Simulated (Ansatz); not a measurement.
The start is a generated trial cell of SnTe in the AFLOW prototype AB_hR2_166_a_b (L1_1, as in CuPt). Cell shape, volume and atoms are optimised at zero target pressure with PBE (plane waves to 420 eV, PAW, scalar-relativistic; Ansatz, an electronic-structure program). The first steps use a coarse 7×7×7 k-mesh.

Starting cell:
```
CELL_PARAMETERS angstrom
      1.89110     1.09183     6.03379
     -1.89110     1.09183     6.03379
      0.00000    -2.18365     6.03379
ATOMIC_POSITIONS crystal
  Sn 0.00000 0.00000 0.00000
  Te 0.50000 0.50000 0.50000
```

Question: What pressure does the first self-consistent step give?

Answer: -6.3 GPa (negative: the cell is under tension).

Question: How do the shortest distances between atoms change?

Answer: The closest pairs of elements (up to four, under 3.6 Å), start → end: Sn–Te 3.72 → 3.20 Å.

Question: Is the relaxed structure metallic? Give its gap.

Answer: 0.05 eV, direct at L (no spin-orbit coupling).

Question: Give the final cell and atomic positions.

Answer: 
```cif
data_Sn4Te4
_chemical_formula_sum 'Sn4 Te4'
_space_group_name_H-M_alt 'Fm-3m'
_space_group_IT_number 225
_space_group_name_Hall '-F 4 2 3'
_cell_length_a 6.40925
_cell_length_b 6.40925
_cell_length_c 6.40925
_cell_angle_alpha 90.000
_cell_angle_beta 90.000
_cell_angle_gamma 90.000
loop_
_atom_site_label
_atom_site_type_symbol
_atom_site_symmetry_multiplicity
_atom_site_Wyckoff_symbol
_atom_site_fract_x
_atom_site_fract_y
_atom_site_fract_z
_atom_site_occupancy
Sn1 Sn 4 a 0.00000 0.00000 0.00000 1
Te1 Te 4 b 0.50000 0.50000 0.50000 1
```
(The calculation used a cell of 2 atoms; values per cell refer to that cell.)

Final values are on a 13×13×13 k-mesh of the relaxed cell. No spin polarisation in the result. Spin-orbit coupling is missing; with elements this heavy it can move band edges by tenths of an eV or more.

The run could not lose the symmetry of its start.

All atoms sit on sites fixed by symmetry, so only the cell could relax.
